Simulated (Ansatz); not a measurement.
PtC (zinc blende, space group No. 216), the program Ansatz at the PBE level (PAW), all energies at zero smearing, with the estimated change up to a 700 eV cutoff added, with one set of potentials and settings (totals compare only within such a set). Cell of 2 atoms (1 Pt, 1 C): -12773.884 eV.

| element | reference phase | E (eV/atom) |
|---|---|---|
| Pt | Fm-3m, 1 atoms in the cell | -12524.7059 |
| C | P6_3/mmc, 4 atoms in the cell | -250.9463 |

Formation energy per atom, worked out: (-12773.884 − 1×(-12524.7059) − 1×(-250.9463))/2 = 0.884 eV/atom (85 kJ per mol of atoms), at 0 K, without zero-point energy or fitted corrections.

Space group F-43m (zinc blende). The start of the workflow was typed in or built on a structure type; neither database checked (COD, Materials Project) lists it. Its standing as an ambient phase is unchecked. The cell was relaxed with PBE under the symmetry of its start; whether a distortion lowers the energy is not shown. No spin polarisation was allowed. Its formation energy is positive at this level, so the cell may be metastable or incomplete. The references are the lowest solids computed at this level, not always the standard phases. Scalar-relativistic: spin–orbit coupling is off unless named, which matters more the heavier the elements.

Potentials: the earlier of the program's two PAW sets.
